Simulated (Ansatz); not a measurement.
Values for one crystal, relaxed and computed with plane-wave PAW PBE (Ansatz code); other levels are named.

| Item | Result |
|---|---|
| Volume per atom | 24.91 Å³ |
| Band gap | 0.69 eV (indirect) |
| Electron effective mass | 0.19 mₑ (isotropic) |
| Smallest direct gap on the standard path | 2.44 eV |
| Valence-band maximum | at L |
| Pressure derivative B′ | 5.4 |
| Conduction-band minimum | at Γ |

Q: Pick the material that matches.
A) MgS, rock salt
B) PbS, rock salt
C) SrTe, rock salt
D) AgBr, rock salt

A: D, AgBr, rock salt

Space group Fm-3m (rock salt). The PBE relaxation kept the symmetry of its start. The run is not spin-polarised. Scalar-relativistic: spin–orbit coupling is off unless named, which matters more the heavier the elements.

Potentials: the later of the program's two PAW sets.
